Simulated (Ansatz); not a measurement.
Structure: a 6-atom cell of HfSnO4 built on the rutile structure (relaxed group Cmmm), at its r2SCAN minimum. Around Hf lie 6 O at 2.08–2.09 Å; around Sn lie 6 O at 2.06–2.08 Å; around O lie 2 Sn at 2.08 Å and 1 Hf at 2.09 Å; around O lie 1 Sn at 2.06 Å and 2 Hf at 2.08 Å.

Space group Cmmm (No. 65). a = 6.779 Å, b = 6.830 Å, c = 3.201 Å, α = 90.00°, β = 90.00°, γ = 90.00°

| atom | site | symmetry | x | y | z |
| --- | --- | --- | --- | --- | --- |
| Hf | 2c | mmm | 0.0000 | 0.5000 | 0.5000 |
| Sn | 2a | mmm | 0.0000 | 0.0000 | 0.0000 |
| O | 4j | m2m | 0.0000 | 0.1938 | 0.5000 |
| O | 4g | 2mm | 0.1957 | 0.5000 | 0.0000 |

The questions ask for values computed with Ansatz 0.2.0 on this geometry. All values are calculated for a non-magnetic cell, which may be hypothetical.

Q: Is there a gap with PBE, and of what kind?

A: PBE gives a direct gap of 2.42 eV at Γ.

Q: Estimate the gap with PBE+SOC on 6×6×8.

A: PBE+SOC gives a direct gap of 2.43 eV at Γ. The gap differs by +0.01 eV from PBE's.

Q: How does the gap change from PBE to r2SCAN (6×6×8)?

A: With r2SCAN the gap is 3.05 eV and direct, at Γ. The gap differs by +0.63 eV from PBE's.

Q: What are ε∞ and the Born charges with r2SCAN?

A: The electronic dielectric tensor ε∞ is 4.05, 3.97 and 4.51 along x, y and z. Born charges, averaged over directions: Hf +5.34, Sn +4.46, O -2.54 to -2.36 e. The program notes that the ground state's band table doesn't vouch for all the bands that the response reads.

Q: Relaxed again with PBEsol, is the cell stable at the zone centre, and where do its optical modes lie?

A: All optical modes at Γ are real, from 116 to 755 cm⁻¹ without the longitudinal term; this says nothing of other wave vectors. The long-range field leaves the highest mode where it is. By the program's warning the force constants, and with them frequencies and ε⁰, aren't converged on this mesh.

Q: What do these levels agree on?

A: For gaps to 0.1 eV, spin-orbit coupling (up to 0.01 eV here) can be left out. Among these functionals the gap stays direct.

Only the levels marked +SOC include spin-orbit coupling.

Set aside, since their points miss a band edge that the other levels read or their mesh is too coarse: HSE06, PBE0.
